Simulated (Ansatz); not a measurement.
TePb (rock salt, Fm-3m), the program Ansatz at the r²SCAN+D4 level (PAW). The conduction-band minimum lies at L, with 4 equivalent valleys. Second derivatives d²E/dk² of the lowest band at one valley (eV·Å²), along Cartesian directions:

```tsv
direction	d²E/dk²
[100]	50.42
[010]	50.42
[001]	50.42
[110]	36.83
[101]	65.41
[011]	65.41
```

Task: Find the principal effective masses, the density-of-states mass and the conductivity mass.

Result: Off-diagonal terms follow from H_xy = H[110] − (H_xx + H_yy)/2, and m*/mₑ = 7.620 eV·Å² over each eigenvalue: 0.12, 0.12, 0.36. One valley's DOS mass (m₁m₂m₃)^(1/3) = 0.17, conductivity mass 3/(Σ 1/mᵢ) = 0.15 mₑ.

Task: What effective density of states Nc follows at 300 K for parabolic valleys?

Result: Nc = 2.509e19 × 4 × (0.17)^(3/2) ≈ 7.0e18 cm⁻³.

The cell was relaxed with r²SCAN+D4 under the symmetry of its start. Scalar-relativistic: spin–orbit coupling is off unless named, which matters more the heavier the elements.

Potentials: the later of the program's two PAW sets.

Edges and masses are those of Kohn–Sham bands, whose gap is no quasiparticle gap.
